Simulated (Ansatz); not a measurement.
Notes on BaTiAg$_{3}$

```
Ba Ti Ag
1.0
     4.58934    0.00000    0.00000
     0.00000    4.58934    0.00000
     0.00000    0.00000    4.58934
Ba Ti Ag
1 1 3
Cartesian
  2.2947 2.2947 2.2947
  0.0000 0.0000 0.0000
  2.2947 0.0000 0.0000
  0.0000 2.2947 0.0000
  0.0000 0.0000 2.2947
```

Level: r2SCAN, spin-orbit coupling; 500 eV; 7×7×7 Γ-centred mesh; fermi-dirac occupations (width 0.0228 eV); Ansatz 0.2.0, fixed geometry.

The state carries no moments; the state need not be the lowest.

**Electronic structure.** It is a metal, with about 5 states/eV a cell as the mean within 0.25 eV of the Fermi level, mostly Ti d (67 %).
**Formation energy.** 1.04 eV an atom against the elements' usual phases (free molecules for gases, crystals otherwise, with no correction for O₂ or N₂), so at this geometry it isn't bound against them. Relaxing would lower it.
**Charges.** Bader charges in e: Ba +1.20, Ti +1.11, Ag -0.77. In the mean Ba gives up most and Ag takes most.
**Stress.** The pressure is 35.3 GPa (compression positive), so with the atoms held at these fractions the cell would first expand.

Origin: a known structure type with other elements, at an estimated volume, so it need not be a known compound. Caveats: started without moments under time reversal, so no moment could form; atoms or cell far from equilibrium.
